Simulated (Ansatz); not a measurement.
BaTi(BO3)2 (space group R-3)

```
BaTi(BO3)2
1.0
    2.51128     1.44989     5.44575
   -2.51128     1.44989     5.44575
    0.00000    -2.89977     5.44575
Ba Ti B O
1 1 2 6
Direct
  0.00000   0.00000   0.00000
  0.50000   0.50000   0.50000
  0.23410   0.23410   0.23410
  0.76590   0.76590   0.76590
  0.34081   0.44334   0.92688
  0.65919   0.55666   0.07312
  0.92688   0.34081   0.44334
  0.07312   0.65919   0.55666
  0.44334   0.92688   0.34081
  0.55666   0.07312   0.65919
```

Equation-of-state scan: isotropic scaling of the cell above, V₀ being its volume. The atoms relax within the cell's symmetry.

Computed with PBEsol (plane waves to 420 eV, PAW, scalar-relativistic; Ansatz, a first-principles code). k mesh 8×8×8 (Γ-centred), Fermi-Dirac smearing 0.05 eV. Energies are smeared free energies. Stress and pressure are positive under compression. With the shape held, the modulus is that of even scaling; a crystal free to change shape is softer. BaTi(BO3)2 is run without spin polarisation. BaTi(BO3)2 was relaxed with its symmetry unable to fall. ΔE is measured from the relaxed starting cell.

The scan covers V/V₀ from 0.840 to 1.160 in 11 points.

### Question
What is the fitted pressure derivative B₀′?

### Answer
4.7.

### Question
What bulk modulus at fixed cell shape B₀ follows from a third-order Birch-Murnaghan fit?

### Answer
122 GPa.

(A scan under strain: stresses follow from slopes of the energy per volume, elastic moduli from its curvatures.)
